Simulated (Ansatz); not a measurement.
# A vibration from a frozen displacement in YZn

These are results of DFT PBEsol, scalar-relativistic, plane waves, PAW (Ansatz 0.2.0), not measurements. The runs took a 420 eV cutoff, a Γ-centred 14×14×14 mesh and Gaussian smearing (0.15 eV). No spin polarisation. Energies are free energies at this smearing, counted from the undisturbed cell; pressure is positive in compression.

The starting cell (as given, not relaxed at this level; it stands at -2.6 GPa, and it needn't be the usual structure):

```xyz
2
Lattice="0.0000 2.9630 2.9630 2.9630 0.0000 2.9630 2.9630 2.9630 0.0000" Properties=species:S:1:pos:R:3 pbc="T T T"
Y     0.0000    0.0000    0.0000
Zn    2.9630    2.9630    2.9630
```

Every Zn atom is moved by x along the Cartesian unit vector (0.000, 0.000, 1.000); the cell and all other atoms stay fixed. The cell's volume is 52.03 Å³; the moved atoms weigh 65.380 u together and the others 88.906 u. Some rows repeat others by symmetry and weren't run.

```csv
x (Å),ΔE (meV/cell),total force on the moved atoms along the move (eV/Å),pressure (GPa)
-0.1000,14.69,0.2977,-2.4514
-0.0875,11.22,0.2589,-2.4782
-0.0750,8.22,0.2208,-2.5015
-0.0625,5.69,0.1832,-2.5211
-0.0500,3.64,0.1460,-2.5371
-0.0250,0.91,0.0726,-2.5585
0.0000,0.00,0.0000,-2.5656
0.0250,0.91,-0.0726,-2.5585
0.0500,3.64,-0.1460,-2.5371
0.0625,5.69,-0.1832,-2.5211
0.0750,8.22,-0.2208,-2.5015
0.0875,11.22,-0.2589,-2.4782
0.1000,14.69,-0.2977,-2.4514
```

Problem. What frequency belongs to this motion?

Solution. The force constant is k = −dF/dx = 2.904 eV/Å², from the parabola through x = -0.0250, 0 and 0.0250. In every cell the moved atoms swing against the rest, so the mass is μ = m₁m₂/(m₁ + m₂) = 37.675 u, and ν̃ = 521.5 cm⁻¹ × √(|k|/μ) = 145 cm⁻¹, at this cell's pressure of -2.6 GPa. To first order in x, and within 1 %, the force on every atom lies along the move and, within each of the two groups, in proportion to the atom's mass, so this is itself a mode at the zone centre of this cell.

Problem. How far does the harmonic law reach?

Solution. At x = -0.100 Å, kx²/2 = 14.52 meV against the computed 14.69 meV (+1.2 %): the well is still close to harmonic there.

Problem. The pressure changes with x². What does that say about the frequency under compression?

Solution. With E = k(V)x²/2, k ∝ V^(−2γ) and x scaling with the cell as V^(1/3), P − P0 = −∂E/∂V = (2γ − 2/3) ΔE/V. At x = 0.0500 Å, V(P − P0) = 52.03 × 0.02844 / 160.2 eV = 9.23 meV and ΔE = 3.64 meV, so γ = 1/3 + V(P − P0)/(2ΔE) = 1.60. This is the Grüneisen parameter of the motion under uniform scaling of the cell: shrinking the cell evenly by 1 % in volume raises the frequency by about 1.60 %.

In a metal these slopes depend on the k mesh and the smearing.